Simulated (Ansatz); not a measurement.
**WS₂: calculated against measured nuclear parameters**

**Measured values to compare with.**

“Density functional theory-based electric field gradient database”, 2020, arXiv:2005.09255 quotes: |V_zz| at S 4.82 × 10²¹ V/m².

Cell of run 1: a COD entry, taken as it stands.

Space group P6_3/mmc (No. 194); a = 3.1532, c = 12.3230 Å, γ = 120.00°.

| site | Wyckoff | site symmetry | x | y | z |
| --- | --- | --- | --- | --- | --- |
| W | 2c | -6m2 | 0.3333 | 0.6667 | 0.2500 |
| S | 4f | 3m. | 0.3333 | 0.6667 | 0.6225 |

One atom of each set is listed.

All runs are DFT with Ansatz 0.2.0 (plane waves and PAW, scalar-relativistic unless spin–orbit coupling is named, Γ-centred meshes, Fermi–Dirac smearing) in this cell. Start moments of run 1 (μB): 2 on each W, none on the rest.

Run 1: PBE, parallel start moments, atoms as given; 420 eV, 16×16×4 k-points, smearing 0.02 eV.
Run 2: r2SCAN, parallel start moments, at the relaxed atoms; 500 eV, 16×16×4 k-points, smearing 0.02 eV.
Run 3: PBE with spin–orbit coupling, parallel start moments, at the relaxed atoms; 420 eV, 16×16×4 k-points, smearing 0.02 eV.
Run 4: LDA, parallel start moments, at the relaxed atoms; 420 eV, 16×16×4 k-points, smearing 0.02 eV.
Run 5: PBEsol, parallel start moments, at the relaxed atoms; 420 eV, 16×16×4 k-points, smearing 0.02 eV.

Relaxed positions (PBE, cell held):

W (0.3333, 0.6667, 0.2500)
S (0.3333, 0.6667, 0.6221)

The measured V_zz are derived from measured couplings with the nuclear moments that the source uses.

Question: How well do the runs reproduce the measured values?

Answer: 

```json
{"quantity": "|V_zz| at S", "unit": "10²¹ V/m²", "measured": "4.82", "run 1": "4.41", "run 2": "4.35", "run 3": "4.16", "run 4": "4.34", "run 5": "4.32"}
```

For the |V_zz| at S, the closest is run 1 (-9 %), the farthest run 3 (-14 %).

The runs hold the atoms at rest, while the measurements include thermal motion.

In run 2 the program didn't check the stability of the electronic state in full, so a lower one may lie near. In runs 1, 2, 3, 4, 5 the start moments die out. In runs 2, 4, 5 the atoms aren't at the calculated equilibrium (largest force 0.27, 0.46, 0.26 eV/Å).
